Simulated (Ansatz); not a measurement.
InGaAs$_{2}$:
```yaml
crystal:
  lattice:
    - [4.15318, 0.00000, 0.00000]
    - [0.00000, 4.15318, 0.00000]
    - [0.00000, 0.00000, 5.91943]
  atoms:
    - { symbol: In, position: [0.00000, 0.00000, 0.50000] }
    - { symbol: Ga, position: [0.50000, 0.50000, 0.00000] }
    - { symbol: As, position: [0.50000, 0.00000, 0.76991] }
    - { symbol: As, position: [0.00000, 0.50000, 0.23009] }
```

Relaxed with r²SCAN. Independent-particle spectrum: no excitons, no local fields, no scissors shift; 0.1 eV broadening; ε₁ of the summed bands alone.

Problem. Tabulate the dielectric function from r²SCAN in the plane-wave PAW code Ansatz.

Solution. 

```csv
E (eV),ε₁ xx,ε₂ xx,ε₁ zz,ε₂ zz
0.0,13.05,0.00,12.67,0.00
0.3,13.78,0.52,12.99,0.02
0.6,13.09,1.69,13.59,1.07
0.9,12.89,1.86,13.39,1.70
1.2,13.20,2.07,13.60,2.07
1.5,13.97,2.50,14.26,2.53
1.8,15.54,3.53,15.64,3.39
2.1,16.22,8.44,18.79,7.08
2.4,12.75,9.62,12.49,12.13
2.7,11.25,9.80,10.44,10.67
3.0,10.40,9.56,9.51,9.83
3.3,10.70,9.79,9.72,9.34
3.6,10.90,10.68,10.73,9.51
3.9,12.30,13.44,14.74,11.77
4.2,10.99,21.60,13.02,22.61
4.5,-0.31,20.56,-3.09,24.35
4.8,-4.89,16.05,-6.16,13.97
5.1,-4.94,10.87,-4.63,10.86
5.4,-3.54,9.23,-4.49,9.28
5.7,-2.01,9.18,-2.09,8.57
6.0,-4.21,9.71,-4.82,9.43
6.3,-5.33,6.72,-5.46,6.86
6.6,-4.52,5.77,-4.99,5.32
6.9,-4.55,4.66,-4.57,4.42
7.2,-3.87,3.79,-3.91,3.41
7.5,-3.45,3.49,-3.15,3.20
7.8,-3.44,3.04,-3.20,2.88
8.1,-3.00,2.48,-2.72,2.47
8.4,-2.64,2.08,-2.52,2.39
8.7,-2.12,2.12,-2.32,2.13
9.0,-2.31,2.04,-2.34,1.95
9.3,-2.27,1.65,-2.17,1.63
9.6,-1.93,1.35,-2.01,1.42
9.9,-1.67,1.24,-1.70,1.18
10.2,-1.53,1.20,-1.51,1.15
10.5,-1.44,1.08,-1.37,1.01
10.8,-1.36,0.98,-1.25,1.02
11.1,-1.18,0.85,-1.21,0.90
11.4,-1.12,0.76,-1.14,0.74
11.7,-0.99,0.66,-0.98,0.63
12.0,-0.89,0.55,-0.84,0.56
```

Problem. From ε at 0.5 eV (xx: 13.33 + 1.56i), find n, k, the normal reflectivity and the absorption coefficient.

Solution. n = 3.66, k = 0.213, R = 33 %, α = 2kE/ħc = 11000 cm⁻¹.

With all bands, ε∞ without local fields is 13.1 (xx = yy), 12.8 (zz).

Space group P-4m2. The workflow started from a Materials Project entry (that database holds measured and hypothetical structures alike); the Crystallography Open Database copy checked does not list it. With In and Ga taken as one species the cell has the higher symmetry F-43m, so it may be an ordered model of a mixed-site phase. Its standing as an ambient phase is unchecked. The r²SCAN relaxation kept the symmetry of its start; its stability against distortions is not shown here. Spin–orbit coupling is left out wherever it is not named.

Potentials: the later of the program's two PAW sets.
